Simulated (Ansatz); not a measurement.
## Notes on OsI

```yaml
crystal:
  lattice:
    - [0.00000, 4.61151, 0.00000]
    - [4.61151, 0.00000, 0.00000]
    - [2.30576, 2.30576, -5.43743]
  atoms:
    - { symbol: Os, position: [0.11600, 0.11600, 0.76800] }
    - { symbol: Os, position: [0.88400, 0.88400, 0.23200] }
    - { symbol: I, position: [0.34700, 0.34700, 0.30600] }
    - { symbol: I, position: [0.65300, 0.65300, 0.69400] }
```

Method: LDA, non-collinear spin; PAW, plane waves to 420 eV, 5×5×5 Γ-centred mesh, fermi-dirac occupations (width 0.0381 eV) (Ansatz 0.2.0), atoms fixed.

Magnetic state (reached from a saved solution, and it need not be the lowest): Os1 along (-0.36, -0.36, 0.86), Os2 along (-0.36, -0.36, 0.86).

Task: How large are the moments?

Result: Os1 0.88, Os2 0.88 μB of spin moment in Bader basins; net size 1.87 μB a cell.

Task: Give the Bader charges.

Result: Bader charges in e: Os +0.01, I -0.01. In the mean Os gives up most and I takes most.

Task: What do density and ELF say about some of the short contacts?

Result: Os–I at 2.51 Å: least valence density 0.65 e/Å³ and ELF 0.37 there. Os–Os at 2.52 Å: least valence density 0.68 e/Å³ and ELF 0.47 there. Both are smooth PAW fields, read partly inside the augmentation spheres.

Task: What happens at the Fermi level?

Result: It is a metal, with about 8.4 states/eV a cell as the mean within 0.25 eV of the Fermi level, mostly Os d (77 %) and I p (12 %).

Task: What is the formation energy?

Result: 2.31 eV an atom against the elements' usual phases (free molecules for gases, crystals otherwise, with no correction for O₂ or N₂), so at this geometry it isn't bound against them. Relaxing would lower it.

Origin: a known structure type with other elements, at an estimated volume, so it need not be a known compound. Caveats: atoms or cell far from equilibrium.
